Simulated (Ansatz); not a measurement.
Consider the following.

Ba:
```yaml
crystal:
  lattice:
    - [-2.43800, 2.43800, 2.43800]
    - [2.43800, -2.43800, 2.43800]
    - [2.43800, 2.43800, -2.43800]
  atoms:
    - { symbol: Ba, position: [0.00000, 0.00000, 0.00000] }
```

This is the PBEsol-relaxed structure.

### Question
All from plane-wave PAW PBEsol (Ansatz code), unless another level is named. Predict the Hill bulk and shear moduli.

### Answer
9.2 and 6.3 GPa.

### Question
And the elastic constants (relaxed ions, GPa)?

### Answer
C11 = 12.7, C12 = 7.5, C44 = 11.2.

Space group Im-3m (bcc (W type)). The cell was relaxed with PBEsol under the symmetry of its start. As this level gives no gap, shear constants depend on the k-mesh and smearing (Fermi–Dirac, 0.1 eV here). Spin–orbit coupling is left out wherever it is not named.

Potentials: the earlier of the program's two PAW sets. The files were generated under PBE; for other functionals the program regenerates the frozen cores, and for LDA and PBEsol the local potential too.
